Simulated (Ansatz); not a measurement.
Computed properties of Rb

Rb:
```
Rb
1.0
    0.00000     3.62772     3.62772
    3.62772     0.00000     3.62772
    3.62772     3.62772     0.00000
Rb
1
Direct
  0.00000   0.00000   0.00000
```

Space group Fm-3m (No. 225), fcc (Cu type); conventional cell a = b = c = 7.255 Å, α = β = γ = 90.00°.

Method: DFT-r²SCAN in the program Ansatz with PAW potentials. Geometry: relaxed at this level of theory. Other levels are named where they apply.

Cell and energy:

```json
{
 "volume_per_atom": "95.48 Å³",
 "density": "1.49 g/cm³"
}
```

Electronic structure:

```json
{
 "electronic_character": "metallic (no gap)",
 "Density of states at the Fermi level": "0.86 states/eV per atom (mean over ±0.08 eV)",
 "Gap with spin–orbit coupling": "none (metallic)"
}
```

Mechanics:

```json
{
  "Bulk modulus (Birch–Murnaghan fit)": "2.6 GPa",
  "Pressure derivative B′": "3.6",
  "Elastic constants (relaxed ions, GPa)": "C11 = 2.9, C12 = 2.5, C44 = 1.9",
  "mechanical_stability": "stable (all eigenvalues of C positive)"
}
```

A made-up cell: these elements were put on the sites of a structure type; the Crystallography Open Database copy checked does not list it. It is not the phase usual at ambient conditions (space group No. 229). The cell was relaxed with r²SCAN under the symmetry of its start; whether a distortion lowers the energy is not shown. As this level gives no gap, shear constants depend on the k-mesh and smearing (Fermi–Dirac, 0.1 eV here). Spin–orbit coupling is left out wherever it is not named.

Potentials: the later of the program's two PAW sets.
